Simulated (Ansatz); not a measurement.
AlRh (CsCl type, Pm-3m) under volume change, PBEsol in the plane-wave PAW code Ansatz, scaled uniformly.

```json
[
 {"V (Å³/atom)": "11.939", "E − E(relaxed) (meV/atom)": "83.8", "P (GPa)": "24.80"},
 {"V (Å³/atom)": "12.332", "E − E(relaxed) (meV/atom)": "[?]", "P (GPa)": "[?]"},
 {"V (Å³/atom)": "12.726", "E − E(relaxed) (meV/atom)": "8.3", "P (GPa)": "6.93"},
 {"V (Å³/atom)": "13.119", "E − E(relaxed) (meV/atom)": "0.0", "P (GPa)": "0.00"},
 {"V (Å³/atom)": "13.513", "E − E(relaxed) (meV/atom)": "[?]", "P (GPa)": "[?]"},
 {"V (Å³/atom)": "13.906", "E − E(relaxed) (meV/atom)": "28.1", "P (GPa)": "-10.84"},
 {"V (Å³/atom)": "14.300", "E − E(relaxed) (meV/atom)": "60.1", "P (GPa)": "-15.04"}
]
```

### Question
Complete the blanks.

### Answer

- 13.513, E − E(relaxed) (meV/atom): 7.4
- 13.513, P (GPa): -5.87
- 12.332, E − E(relaxed) (meV/atom): 35.1
- 12.332, P (GPa): 15.12

### Question
What does a third-order Birch–Murnaghan fit give for V₀, B₀ and B′?

### Answer
V₀ = 13.12 Å³/atom, B₀ = 212 GPa, B′ = 4.5.

A made-up cell: these elements were put on the sites of a structure type; the Crystallography Open Database copy checked does not list it. Whether it is the stable phase at ambient conditions was not checked. The cell was relaxed with PBEsol under the symmetry of its start; its stability against distortions is not shown here. The run is not spin-polarised.

Potentials: the earlier of the program's two PAW sets. The files were generated under PBE; for other functionals the program regenerates the frozen cores, and for LDA and PBEsol the local potential too.
